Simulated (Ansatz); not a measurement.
MoIr in space group Pmma (No. 51; Ir on 2f, Mo on 2e) at seven volumes, PBEsol (plane waves, PAW; program Ansatz), shape and atoms relaxed at each. One row is withheld.

```
V (Å³/atom)  P (GPa)
-----------  -------
13.213             ?
13.649         24.12
14.084         11.04
14.520         -0.01
14.956         -9.34
15.391        -17.20
15.827        -23.79
```

Task: Fit the shown pressures and predict the withheld one.

Result: Third-order Birch–Murnaghan: P = (3/2)B₀(x^(7/2) − x^(5/2))[1 + (3/4)(B′ − 4)(x − 1)] with x = (V₀/V)^(2/3). Least squares on the six rows gives V₀ = 14.519 Å³/atom, B₀ = 337.6 GPa, B′ = 4.69. At V = 13.213, x = 1.0649 and P = 39.72 GPa. The run itself gave 39.57 GPa.

The workflow started from an entry of the Crystallography Open Database (COD). Whether it is the stable phase at ambient conditions was not checked. The cell was relaxed with PBEsol under the symmetry of its start; whether a distortion lowers the energy is not shown. The run is not spin-polarised. Scalar-relativistic: spin–orbit coupling is off unless named, which matters more the heavier the elements.

Potentials: the later of the program's two PAW sets.
